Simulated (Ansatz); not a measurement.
An Ansatz (a first-principles code) run. Input:

Ansatz 0.2 input:
```yaml
crystal:
  lattice:
    - [0.0, 4.6391765047, 4.6391765047]
    - [4.6391765047, 0.0, 4.6391765047]
    - [4.6391765047, 4.6391765047, 0.0]
  atoms:
    - { symbol: K, position: [0.5, 0.5, 0.5] }
    - { symbol: Rb, position: [0.75, 0.75, 0.75] }
    - { symbol: Rb, position: [0.25, 0.25, 0.25] }
    - { symbol: Tl, position: [0.0, 0.0, 0.0] }
    - { symbol: F, position: [0.7674607957, 0.2325392043, 0.2325392043] }
    - { symbol: F, position: [0.2325392043, 0.7674607957, 0.7674607957] }
    - { symbol: F, position: [0.2325392043, 0.7674607957, 0.2325392043] }
    - { symbol: F, position: [0.7674607957, 0.2325392043, 0.7674607957] }
    - { symbol: F, position: [0.2325392043, 0.2325392043, 0.7674607957] }
    - { symbol: F, position: [0.7674607957, 0.7674607957, 0.2325392043] }
kpoints:
  mp_grid: { grid: [4, 4, 4] }
  band_path:
    path:
      - [[0.0, 0.0, 0.0], [0.5, 0.0, 0.5], [0.625, 0.25, 0.625]]  # Γ-X-U
      - [[0.375, 0.375, 0.75], [0.0, 0.0, 0.0], [0.5, 0.5, 0.5], [0.5, 0.25, 0.75], [0.5, 0.0, 0.5]]  # K-Γ-L-W-X
      - [VBM, CBM]
    npoints: 12
hamiltonian:
  xc: r2scan
  pseudopotentials: { kind: paw }
magnetization: { noncollinear: true, spin_orbit: true }
scf:
  n_extra_bands: 20
  convergence: { dr2_threshold: 0.0000000001 }
  occupations: { method: gaussian, width: 0.01 }
checkpoint: { write: soc.run }
output: { eigenvalues: true }
```

Output (shortened):

```
Pseudopotential: K, paw_fr, valence charge 9
Pseudopotential: Rb, paw_fr, valence charge 9
Pseudopotential: Tl, paw_fr, valence charge 13
Pseudopotential: F, paw_fr, valence charge 7
Functional definition: r2SCAN
non-collinear run that drives no moment, with spin-orbit …
Crystal: 10 atoms, lattice volume = 199.688 Å³
Basis set: ecut = 500 eV, 5029 PW (Γ), exchange–correlation on 192×192×192 points (64 copies of the dense FFT grid, shifted against one another)
Bands: 102, of which v1, the nominal top of the filled ones, is band 82 counted from 1 (81 counted from 0)
Symmetry: 48 space group operations + 48 with time reversal
k-points: 8 of 64
Projection manifold: j_resolved (fully-relativistic pseudo-atomic orbitals)
SCF iter   1: F=—  HF=-24391.973467 eV  |F-HF|=—  |Δ(HF+E_count)|=         —  Δρ=1.29e-1  dr2=2.86e1  dr2_τ=1.79e-1  dr2_m=0.00e0 (ungated)  ethr=3.10e-3  |M|=0.00e0 ∫|m|=0.00e0 μB  |m|>n=0.0e0 m-floor=0.0e0 τ_xc=0.0e0  β_m=0.30  ⟨swp⟩=9.4  Hψ=2271  notcnv=0  defer=28
preconditioner: auto → Resta (q_TF=auto, 2.352 Å⁻¹)
spin=Noncollinear: Resta preconditioning applied to the charge; magnetization (m_x, m_y, m_z) channels mix plain (no charge-response kernel on spin).
SCF iter   2: F=—  HF=-24384.948478 eV  |F-HF|=—  |Δ(HF+E_count)|=    7.02e0  Δρ=4.78e-2  dr2=5.81e0  dr2_τ=9.73e-2  dr2_m=0.00e0 (ungated)  ethr=3.10e-3  |M|=0.00e0 ∫|m|=0.00e0 μB  |m|>n=0.0e0 m-floor=0.0e0 τ_xc=0.0e0  β_m=0.39  ⟨swp⟩=3.5  Hψ=838  notcnv=0  defer=126
SCF iter   3: F=—  HF=-24383.141586 eV  |F-HF|=—  |Δ(HF+E_count)|=    1.81e0  Δρ=1.94e-2  dr2=1.24e0  dr2_τ=5.80e-3  dr2_m=0.00e0 (ungated)  ethr=3.10e-3  |M|=0.00e0 ∫|m|=0.00e0 μB  |m|>n=0.0e0 m-floor=0.0e0 τ_xc=0.0e0  β_m=0.60  ⟨swp⟩=3.0  Hψ=833  notcnv=0  defer=126
SCF iter   4: F=—  HF=-24382.696593 eV  |F-HF|=—  |Δ(HF+E_count)|=   4.45e-1  Δρ=6.22e-3  dr2=6.43e-2  dr2_τ=1.23e-3  dr2_m=0.00e0 (ungated)  ethr=1.51e-3  |M|=0.00e0 ∫|m|=0.00e0 μB  |m|>n=0.0e0 m-floor=0.0e0 τ_xc=0.0e0  β_m=0.80  ⟨swp⟩=3.2  Hψ=709  notcnv=0  defer=126
SCF iter   5: F=—  HF=-24382.707119 eV  |F-HF|=—  |Δ(HF+E_count)|=   1.05e-2  Δρ=1.27e-3  dr2=2.11e-3  dr2_τ=7.05e-5  dr2_m=0.00e0 (ungated)  ethr=7.84e-5  |M|=0.00e0 ∫|m|=0.00e0 μB  |m|>n=0.0e0 m-floor=0.0e0 τ_xc=0.0e0  β_m=0.90  ⟨swp⟩=3.9  Hψ=825  notcnv=0  defer=126
SCF iter   6: F=—  HF=-24382.708270 eV  |F-HF|=—  |Δ(HF+E_count)|=   1.15e-3  Δρ=1.52e-4  dr2=3.69e-5  dr2_τ=1.08e-6  dr2_m=0.00e0 (ungated)  ethr=2.57e-6  |M|=0.00e0 ∫|m|=0.00e0 μB  |m|>n=0.0e0 m-floor=0.0e0 τ_xc=0.0e0  β_m=0.95  ⟨swp⟩=2.0  Hψ=682  notcnv=0  defer=126
SCF iter   7: F=—  HF=-24382.708350 eV  |F-HF|=—  |Δ(HF+E_count)|=   7.94e-5  Δρ=2.88e-5  dr2=1.95e-6  dr2_τ=3.44e-8  dr2_m=0.00e0 (ungated)  ethr=4.50e-8  |M|=0.00e0 ∫|m|=0.00e0 μB  |m|>n=0.0e0 m-floor=0.0e0 τ_xc=0.0e0  β_m=0.97  ⟨swp⟩=2.0  Hψ=670  notcnv=0  defer=126
SCF iter   8: F=—  HF=-24382.708175 eV  |F-HF|=—  |Δ(HF+E_count)|=   1.74e-4  Δρ=7.94e-6  dr2=2.04e-7  dr2_τ=3.22e-9  dr2_m=0.00e0 (ungated)  ethr=2.37e-9  |M|=0.00e0 ∫|m|=0.00e0 μB  |m|>n=0.0e0 m-floor=0.0e0 τ_xc=0.0e0  β_m=0.99  ⟨swp⟩=2.0  Hψ=665  notcnv=0  defer=126
SCF iter  11: F=-24382.708175 eV  HF=-24382.708175 eV  |F-HF|=1.09e-11  |Δ(HF+E_count)|=  3.93e-10  Δρ=8.25e-8  dr2=1.15e-11  dr2_τ=4.89e-13  dr2_m=0.00e0 (ungated)  ethr=1.00e-12  |M|=0.00e0 ∫|m|=0.00e0 μB  |m|>n=0.0e0 m-floor=0.0e0 τ_xc=0.0e0  ⟨swp⟩=12.8  Hψ=2023  notcnv=0
SCF 1 converged in 11 iterations: F = -24382.708175 eV  dr2 = 1.15e-11
NSCF: frozen V_eff on 16 k-points
NSCF: frozen V_eff on 16 k-points
NSCF: frozen V_eff on 16 k-points
NSCF: frozen V_eff on 16 k-points
NSCF: frozen V_eff on 5 k-points
NSCF: frozen V_eff on 5 k-points
NSCF: frozen V_eff on 5 k-points
NSCF: frozen V_eff on 2 k-points
NSCF: frozen V_eff on 87 k-points
SCF converged after 11 iterations
Magnetization: |M| = 0.0000 μB,  M = (+0.0000, +0.0000, +0.0000) μB
Absolute magnetization: 0.0000 μB (∫|m|)
  site 0: m = (+0.0000, +0.0000, +0.0000) μB, |m| = 0.0000 μB  (R = 1.02 Å)
  site 1: m = (+0.0000, +0.0000, +0.0000) μB, |m| = 0.0000 μB  (R = 1.35 Å)
  site 2: m = (+0.0000, +0.0000, +0.0000) μB, |m| = 0.0000 μB  (R = 1.35 Å)
  site 3: m = (+0.0000, +0.0000, +0.0000) μB, |m| = 0.0000 μB  (R = 0.89 Å)
  site 4: m = (+0.0000, +0.0000, +0.0000) μB, |m| = 0.0000 μB  (R = 0.89 Å)
  site 5: m = (+0.0000, +0.0000, +0.0000) μB, |m| = 0.0000 μB  (R = 0.89 Å)
  site 6: m = (+0.0000, +0.0000, +0.0000) μB, |m| = 0.0000 μB  (R = 0.89 Å)
  site 7: m = (+0.0000, +0.0000, +0.0000) μB, |m| = 0.0000 μB  (R = 0.89 Å)
  site 8: m = (+0.0000, +0.0000, +0.0000) μB, |m| = 0.0000 μB  (R = 0.89 Å)
  site 9: m = (+0.0000, +0.0000, +0.0000) μB, |m| = 0.0000 μB  (R = 0.89 Å)
Free energy (F): -24382.708175 eV
Harris-Foulkes:  -24382.708175 eV  (|F-HF|=1.09e-11)
Internal energy: -24382.708175 eV  (E = F + TS)
E sigma→0 (E₀):  -24382.708175 eV
Fermi energy:    3.477652 eV
--- Per-component energies (eV) ---
  E_band       = -578.597532
  E_kinetic    = 2235.169084
  E_local      = -6914.398971  (includes V_loc(G=0)·N_el)
  E_nonlocal   = 1113.205407
  E_hartree    = 2526.480977
  E_xc         = -1072.740418
  E_vxc        = -1338.007725  (∫ρ·V_xc dr)
  E_paw        = -17441.843617  (= ΣΔE_a)
  E_vpaw       = -819.213514  (= ΣTr[D̂ρ^β])
  E_aug_tail   = 0.006347  (compensation charges beyond the density's cutoff)
  E_vtau       = 91.679856  (kinetic-family band-sum trace: ∫τ·v_τ [+ j·A + Jᵃ·Aᵃ] dr)
  E_ewald      = -4828.915911
  E_core_change = 0.328926  (= ΣΔE_core)
  E_smearing   =  0.000000  (= −TS)
  E_closure    = 0.000000  (closes the sum)
  Σ components = -24382.708175   (vs F -24382.708175, Δ=0.00e0)
  [band-id]    e_kinetic+e_local+e_nonlocal+2·e_hartree+e_vxc+e_vpaw+e_augmentation_tail+e_vtau = -578.597562   (vs E_band -578.597532, Δ=-2.98e-5)
--- Band table (eV; the first three rows and the last of 8) ---
  k-point 0: bands = ["-25.1237", "-25.1237", "-23.0946", "-23.0946", "-23.0756", "-23.0756", "-19.9150", "-19.9150", "-19.7459", "-19.7459", "-19.7459", "-19.7459", "-19.7443", "-19.7443", "-19.7195", "-19.7195", "-19.7195", "-19.7195", "-8.1761", "-8.1761", …
  k-point 1: bands = ["-25.1232", "-25.1232", "-23.0911", "-23.0911", "-23.0777", "-23.0777", "-19.9375", "-19.9375", "-19.7617", "-19.7617", "-19.7603", "-19.7603", "-19.7273", "-19.7273", "-19.7052", "-19.7052", "-19.7024", "-19.7024", "-8.3014", "-8.3014", …
  k-point 2: bands = ["-25.1228", "-25.1228", "-23.0839", "-23.0839", "-23.0835", "-23.0835", "-19.9570", "-19.9570", "-19.7695", "-19.7695", "-19.7694", "-19.7694", "-19.7182", "-19.7182", "-19.6961", "-19.6961", "-19.6883", "-19.6883", "-8.3634", "-8.3634", …
  k-point 7: bands = ["-25.1227", "-25.1227", "-23.0832", "-23.0832", "-23.0832", "-23.0832", "-19.9458", "-19.9458", "-19.7602", "-19.7602", "-19.7406", "-19.7406", "-19.7387", "-19.7387", "-19.7201", "-19.7201", "-19.6987", "-19.6987", "-8.2931", "-8.2931", …
```

Cost: about 14 core-minutes (a rough figure) on shared cores.

Space group Fm-3m. The workflow started from a Materials Project entry (that database holds measured and hypothetical structures alike); the Crystallography Open Database copy checked does not list it. Its standing as an ambient phase is unchecked. The cell was relaxed with r²SCAN under the symmetry of its start; whether a distortion lowers the energy is not shown.

Potentials: the later of the program's two PAW sets.

Ansatz is a plane-wave DFT program.
